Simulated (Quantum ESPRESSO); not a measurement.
BN has the orthorhombic space group Fmm2 (No. 42), Pearson symbol oF8. Conventional cell: a = 2.5033 Å, b = 6.9906 Å, c = 4.3322 Å, α = 90.00°, β = 90.00°, γ = 90.00°. B on 4a has 3 N at 1.444 Å (trigonal planar). N on 4a has 3 B at 1.444 Å (trigonal planar). (Neighbours: up to the widest gap in distance over summed covalent radii, below 1.35, at either atom.)
(The calculation used a cell of 2 atoms; values per cell refer to that cell.)

The geometry is that of Materials Project entry mp-685145, symmetrised and not relaxed again.

Question: What does norm-conserving PBEsol (Quantum ESPRESSO, 84 Ry, scalar-relativistic) give for the electronic structure near the Fermi level?

Answer: The PBEsol gap is indirect, 3.70 eV, from 30 % of the way from A1 to Y to T; the smallest direct gap is 4.51 eV. 

This is not the ordinary phase of the substance; no match was found in the copy of COD used, and its stability was not checked.

Letters of k points follow the standard setting of the lattice, whose axes may be ordered differently from the printed cell.

The distance between layers or molecules is the database entry's, not relaxed here. Functionals without dispersion can leave it too large, which widens gaps and weakens the response across layers: the numbers belong to this cell.
